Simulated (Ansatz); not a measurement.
A distorted cell of Zr (hcp, Mg type):

```
CELL_PARAMETERS angstrom
      3.31559     0.00000     0.00000
     -1.65779     2.87138     0.00000
      0.00000     0.00000     5.33188
ATOMIC_POSITIONS crystal
  Zr 0.33333 0.66667 0.75000
  Zr 0.66667 0.33333 0.25000
```

The numbers are results of r2SCAN (plane waves to 500 eV, PAW, scalar-relativistic; Ansatz, an electronic-structure program), not measurements. k mesh 16×16×9 (Γ-centred), Fermi-Dirac smearing 0.05 eV. The energy includes the smearing's −TS. Stress and pressure are positive under compression. With partly filled bands, the response to shear is sensitive to the k mesh, so small differences along c/a are uncertain. The PAW data are Ansatz's earlier set. Zr is run without spin polarisation. Zr was relaxed with its symmetry unable to fall.

What is the stress tensor (GPa)?


```
   -6.0      0.0      0.0
    0.0     -6.0      0.0
    0.0      0.0     -7.4
```
The pressure, a third of the trace, is -6.5 GPa.

It is the relaxed cell deformed to V/V₀ = 1.080, (c/a)/(c/a)₀ = 1.013, c along z, fractional positions held. What is its energy relative to the relaxed cell?

41 meV/atom.

(A scan under strain: stresses follow from slopes of the energy per volume, elastic moduli from its curvatures.)
